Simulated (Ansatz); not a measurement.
Here is the system:

MoW (CsCl type, space group No. 221), a = b = c = 3.1602 Å, α = β = γ = 90.00°.

This is the r²SCAN-relaxed structure.

Question: All from plane-wave PAW r²SCAN (Ansatz code), unless another level is named. Give the density of states at the Fermi level.

Answer: 0.47 states/eV per atom (mean over ±0.08 eV).

Question: Predict the formation energy from the elements (no fitted shifts).

Answer: -0.013 eV/atom.

Space group Pm-3m (CsCl type). The start of the workflow was typed in or built on a structure type; neither database checked (COD, Materials Project) lists it. Its standing as an ambient phase is unchecked. The cell was relaxed with r²SCAN under the symmetry of its start; whether a distortion lowers the energy is not shown. No spin polarisation was allowed. The references are the lowest solids computed at this level, not always the standard phases. Spin–orbit coupling is left out wherever it is not named.

Potentials: the later of the program's two PAW sets.
